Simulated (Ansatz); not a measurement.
Generalised stacking fault of MgO (rock salt) on the {100} plane. The cell below holds the perfect crystal with the plane normal along z; tilting its third vector by the shift puts one fault into each cell, between planes 2.13 Å apart, at fixed cell height.

```
MgO
1.0
    3.00835     0.00000     0.00000
    0.00000     3.00835     0.00000
    1.50418     1.50418     6.38167
O Mg
3 3
Direct
  0.00000   0.00000   0.83333
  0.33333   0.33333   0.16667
  0.66667   0.66667   0.50000
  0.50000   0.50000   0.83333
  0.83333   0.83333   0.16667
  0.16667   0.16667   0.50000
```

In-plane vectors a = (3.008, 0.000) Å, b = (0.000, 3.008) Å, area 9.05 Å². The shift is x·a + y·b, and the map repeats with period 1 in x and y. The shift is rigid: no atom relaxes. γ = [E(shift) − E(0)] / area.

Computed with PBE (plane waves to 420 eV, PAW, scalar-relativistic; Ansatz, a program for electronic structure). k mesh 9×9×9 (Γ-centred), Fermi-Dirac smearing 0.05 eV. E is the zero-smearing estimate. Faults lie only 6.4 Å apart, and holding the cell height and the atoms raises γ above its relaxed value. MgO was relaxed with its symmetry unable to fall. The PAW data are Ansatz's earlier set. The last digit holds for this mesh only.

Changes of γ (J/m²) from the point x = 0.000, y = 0.000 when one coordinate moves alone (two changes are said to add if the coupling is within 5 % of the smaller one, nearly so within 20 %):

```tsv
point	change
x = 0.167, y = 0.000	0.724
x = 0.333, y = 0.000	2.293
x = 0.500, y = 0.000	3.143
x = 0.667, y = 0.000	2.293
x = 0.833, y = 0.000	0.724
x = 0.000, y = 0.167	0.724
x = 0.000, y = 0.333	2.293
x = 0.000, y = 0.500	3.143
x = 0.000, y = 0.667	2.293
x = 0.000, y = 0.833	0.724
```

**Question.** What is the change at x = 0.167, y = 0.500, where both move, and how far is it from the sum?

**Answer.** The sum of the single changes is 0.724 + (3.143) = 3.867; the calculation gives 4.259, so the coupling contributes 0.392 (over 20 % of the smaller single change, not additive).

**Question.** Do the two effects add at x = 0.833, y = 0.833? Give the computed change.

**Answer.** The sum of the single changes is 0.724 + (0.724) = 1.448; the calculation gives 1.543, so the coupling contributes 0.095 (under 20 % of the smaller single change, nearly additive).

**Question.** Do the two effects add at x = 0.667, y = 0.333? Give the computed change.

**Answer.** The sum of the single changes is 2.293 + (2.293) = 4.586; the calculation gives 5.496, so the coupling contributes 0.910 (over 20 % of the smaller single change, not additive).

(The slope of γ gives the shear force per area between the displaced halves; near zero shift its curvature is an elastic stiffness.)
